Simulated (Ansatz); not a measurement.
BaTiO3 (tetragonal-perovskite type, space group P4mm)

```
CELL_PARAMETERS angstrom
      3.98546     0.00000     0.00000
      0.00000     3.98546     0.00000
      0.00000     0.00000     4.20133
ATOMIC_POSITIONS crystal
  Ti 0.50000 0.50000 0.45767
  Ba 0.00000 0.00000 0.94044
  O  0.50000 0.50000 0.88899
  O  0.50000 0.00000 0.40945
  O  0.00000 0.50000 0.40945
```

The slice is a (010) plane (indices of the conventional cell) through the point (0.000, 0.500, 0.409) (fractional), spanned by u = [100] and v = [001] in vectors of this cell: u (3.99 Å) and v (4.20 Å, at 90° to u). It covers one period; positions are fractions (u, v).

All values below come from PBE (plane waves to 420 eV, PAW, scalar-relativistic; Ansatz, a quantum-chemistry and plane-wave program). k mesh 8×8×8. These are valence fields of a PAW run, semicore shells included where kept as valence: close to a nucleus they are smooth pseudo fields. BaTiO3 is run without spin polarisation. BaTiO3 was relaxed with its symmetry unable to fall.

### Question
What is the valence density on the shortest Ti–O line in this plane (1.81 Å), at its midpoint?

### Answer
1.06 e/Å³.

### Question
What is the ELF at the midpoint of the shortest Ti–O line in this plane (1.81 Å)?

### Answer
0.3.

### Question
Predict the map of the electron localisation function (ELF) on the slice.

### Answer
```
|xxxx99996611337777777777773311669999xx|
|99999999661111447788887744111166999999|
|99999988551100113355553311001155889999|
|99888866331100000000000000001133668888|
|66664422110000111111111111000011224466|
|22221100000022556677776655220000001122|
|00000000002266889999999988662200000000|
|00000000115588999999999999885511000000|
|000000003377999999xxxx9999997733000000|
|0000001144779999xxxxxxxx99997744110000|
|0000001144779999xxxxxxxx99997744110000|
|000000003377999999xxxx9999997733000000|
|00000000114477999999999999774411000000|
|22221100002244556666666655442200001122|
|66554422110011112222222211110011224455|
|88887755110011335555555533110011557788|
|99999977330022667766667766220033779999|
|8899999944114488xxxxxxxx88441144999999|
|xxxx999955115577xxxxxxxx775511559999xx|
|xxxx889966114477xxxxxxxx774411669988xx|
```
Scale: ten equal steps from 0.01 (start of '0') to 0.84 (end of '9'), in the order '0123456789'. Values: electron localisation function (ELF). The map has 19 points along u (two characters each, u = 0 at the left) and 20 along v (v = 0 in the bottom row). Points within 0.4 Å of a nucleus are blanked (x), as the pseudised field means little there.
